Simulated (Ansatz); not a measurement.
Input and output for Ca (sc type): DFT, PBEsol, all-electron LAPW, scalar-relativistic (Ansatz 0.2.0). This run: volume at 0.4 of the series' base cell.

The cell comes from a relaxation on PAW files under the same functional, begun from a prototype that needn't be the stable phase.

Command: `ansatz run input.yaml --threads 1 --pin off --max-ram 2048MiB --backend cpu --events-out ev --progress --plain --runs-dir out` It took 5 s on 1 thread of Arm Neoverse V1 (shared host), peak memory 0.22 GiB.

```yaml
crystal:
  lattice:
    - [2.550892041, 0.0, 0.0]
    - [0.0, 2.550892041, 0.0]
    - [0.0, 0.0, 2.550892041]
  atoms:
    - { symbol: Ca, position: [0.0, 0.0, 0.0] }
kpoints:
  mp_grid: { grid: [11, 11, 11] }
  band_path:
    path:
      - [0.0, 0.0, 0.0]
      - [0.0, 0.5, 0.0]
      - [0.5, 0.5, 0.0]
      - [0.0, 0.0, 0.0]
      - [0.5, 0.5, 0.5]
      - [0.0, 0.5, 0.0]
      - [0.5, 0.5, 0.5]
      - [0.5, 0.5, 0.0]
    npoints: 8
scf:
  occupations: { method: fermi_dirac, width: 0.08 }
hamiltonian:
  xc: pbesol
  pseudopotentials: { kind: all_electron, lapw: { basis_error: 0.001 } }
output:
  forces: true
  stress: true
  eigenvalues: true
  populations: true
  dos: { projected: true, de: 0.2, e_range: [-14, 8] }
```

Output:

```
Ca: projections on atomic orbitals take those of the free atom 1s2 2s2 2p6 3s2 3p6 4s2, of charge +0.00 (hamiltonian.pseudopotentials.projection_atoms)
LAPW: plane waves up to 7.849 Å⁻¹, error target 1.0e-3 eV per atom; small_component_spin mean_spin; Ca in spheres of 1.275 Å, 18 of its electrons in bands, Dirac shells [] (how accurate: hamiltonian.pseudopotentials.lapw.basis_error, Limitations)
Engine: ansatz 0.2.0
Pseudopotentials: kind: all_electron
Pseudopotential: Ca, LAPW, valence charge 18, lapw/all_electron/scalar/gaussian/Ca, Koelling and Harmon's equation, gaussian nucleus
Functional definition: PBEsol
  exchange = pbesol_x
  correlation = pbesol_c
Crystal: 1 atoms, lattice volume = 16.599 Å³
Basis set: ecut = 234.73225956925253 eV, 147 PW (Γ), exchange–correlation at level 2
Bands: 13, of which v1, the nominal top of the filled ones, is band 9 counted from 1 (8 counted from 0)
Symmetry: 48 space group operations
Space group: Pm-3m (ITA 221), of the structure as read, at distance tolerance 2.6e-5 Å
k-points: 56 of 1331
Non-local potential: Ca, projectors of the file, none
Initial density: superposition of atomic densities (chi_scale 0.1, normalization cell)
Initial wavefunctions: plane waves of lowest kinetic energy (no species holds an atomic orbital)
Functional: x = pbesol(κ = 0.804, μ = 0.12345679012345678), c = pbesol(β = 0.046)
iter 1 solved again at ethr=3.18e-4 eV; its pass at ethr=1.00e-1 eV (dr2=5.72e-2 eV) is discarded
SCF iter   1: F=—  HF=-18489.143898 eV  |F-HF|=—  |Δ(HF+E_count)|=         —  Δρ=1.88e-2  dr2=5.72e-2  ethr=3.18e-4  ⟨swp⟩=2.9  Hψ=4726  notcnv=0
preconditioner: auto → none  [metal: Δε(μ)=0.055 eV  Ē_g=20.792 eV  σ=0.080 eV  W_gap=0.17  n_scr=6 (ndim 8)  ℏωp=25.8 eV  f_vac=0.000  D(μ)=0.51/eV (n_scr^D=0)  sad-step TF]
SCF iter   2: F=—  HF=-18489.139549 eV  |F-HF|=—  |Δ(HF+E_count)|=   4.35e-3  Δρ=1.29e-2  dr2=2.82e-2  ethr=3.18e-4  ⟨swp⟩=2.0  Hψ=2204  notcnv=0
iter 3 solved again at ethr=1.89e-6 eV; its pass at ethr=1.56e-4 eV (dr2=3.39e-4 eV) is discarded
SCF iter   3: F=—  HF=-18489.138434 eV  |F-HF|=—  |Δ(HF+E_count)|=   1.12e-3  Δρ=1.35e-3  dr2=3.40e-4  ethr=1.89e-6  ⟨swp⟩=2.0  Hψ=3716  notcnv=0
SCF iter   4: F=—  HF=-18489.138483 eV  |F-HF|=—  |Δ(HF+E_count)|=         —  Δρ=8.70e-5  dr2=1.07e-6  ethr=1.89e-6  ⟨swp⟩=2.0  Hψ=2208  notcnv=0  defer=1
the basis was enlarged: its passes take 256.6 KiB over the memory plan, 1 of 1 planned eigensolver slots
SCF iter   5: F=—  HF=-18489.138480 eV  |F-HF|=—  |Δ(HF+E_count)|=   2.20e-6  Δρ=3.61e-5  dr2=2.39e-7  ethr=5.95e-9  ⟨swp⟩=3.0  Hψ=2364  notcnv=0
SCF iter   6: F=-18489.138480 eV  HF=-18489.138480 eV  |F-HF|=1.78e-9  |Δ(HF+E_count)|=   3.35e-7  Δρ=4.89e-6  dr2=2.69e-9  ethr=1.33e-9  ⟨swp⟩=2.2  Hψ=2230  notcnv=0
SCF 1 converged in 6 iterations: F = -18489.138480 eV  dr2 = 2.69e-9
NSCF: frozen V_eff on 57 k-points
SCF converged after 6 iterations
Free energy (F): -18489.138480 eV
Harris-Foulkes:  -18489.138480 eV  (|F-HF|=1.78e-9)
Internal energy: -18489.127184 eV  (E = F + TS)
E sigma→0 (E₀):  -18489.132832 eV
Entropy (-TS):   -0.011296 eV (-11.296 meV/atom)
Fermi energy:    15.194924 eV
--- Per-component energies (eV) ---
  E_band       = -2718.591408
  E_kinetic    = 18644.301336
  E_xc         = -965.910844
  E_electrostatic = -36167.517676  (all electrons and nuclei)
  E_smearing   = -0.011296  (= −TS)
  E_closure    = 0.000000  (closes the sum)
  E_atoms      = -18489.244652  (free atoms, spherical and without spin; not in F)
  Σ components = -18489.138480   (vs F -18489.138480, Δ=0.00e0)
  Basis errors (estimates in eV, not in F): energy 4.5e-4 per atom: plane waves 4.1e-4 (2.3e-4 summed), levels above the bands 2.2e-35, relativity 1.4e-8, radial functions 4.0e-5, core shells 8.4e-15; eigenvalues (radial functions only) 1.0e-6; not estimated: angular momenta, meshes, grids; target (lapw.basis_error) 1.0e-3; muffin-tin radii Ca 1.275 Å
--- Forces (eV/Å), atoms counted from 1 ---
  atom   1  Ca     0.00000000     0.00000000     0.00000000
  max |Σ_I F_I| component: 4.11e-32 eV/Å
--- Stress (GPa, compression-positive) ---
       46.660297      -0.000000       0.000000
       -0.000000      46.660297       0.000000
        0.000000       0.000000      46.660297
  P = ⅓ Tr σ = 46.6603 GPa (466.603 kbar)
--- Band table (eV; the first three rows and the last of 56) ---
  k-point 0: bands = ["-391.3695", "-312.1001", "-312.1001", "-312.1001", "-26.2092", "-5.5930", "-5.5930", "-5.5930", "11.1953", "15.0582", "15.0582", "23.6235", "23.6235"]
  k-point 1: bands = ["-391.3695", "-312.1001", "-312.1001", "-312.1001", "-26.1667", "-5.8662", "-5.5700", "-5.5700", "11.4785", "15.1438", "15.3803", "23.2203", "23.2203"]
  k-point 2: bands = ["-391.3695", "-312.1001", "-312.1001", "-312.1001", "-26.0506", "-6.5575", "-5.5079", "-5.5079", "12.2056", "15.3830", "16.2466", "22.2865", "22.2865"]
  k-point 55: bands = ["-391.3695", "-312.1001", "-312.1001", "-312.1001", "-24.6426", "-7.4590", "-7.4485", "-7.4485", "14.4278", "14.6446", "14.6446", "23.3682", "25.4549"]
--- Löwdin populations: 1 site ---
  site symbol       q [e]
     0     Ca     18.8782
  spilling = 0.056088 (of n_electrons = 20.000000)
```

populations.tsv:

```
# site	symbol	l	j	q
# orbitals = lowdin
# n_electrons = 20.000000
# spilling = 0.056088
# projection_atom_Ca: 1s2 2s2 2p6 3s2 3p6 4s2
0	Ca	0_1S	-	1.999957
0	Ca	0_2S	-	1.997422
0	Ca	0_3S	-	1.944458
0	Ca	0_4S	-	0.968978
0	Ca	1_2P	-	5.999959
0	Ca	1_3P	-	5.967467
```

The structure type is held throughout; the real material can change phase at far lower pressure.
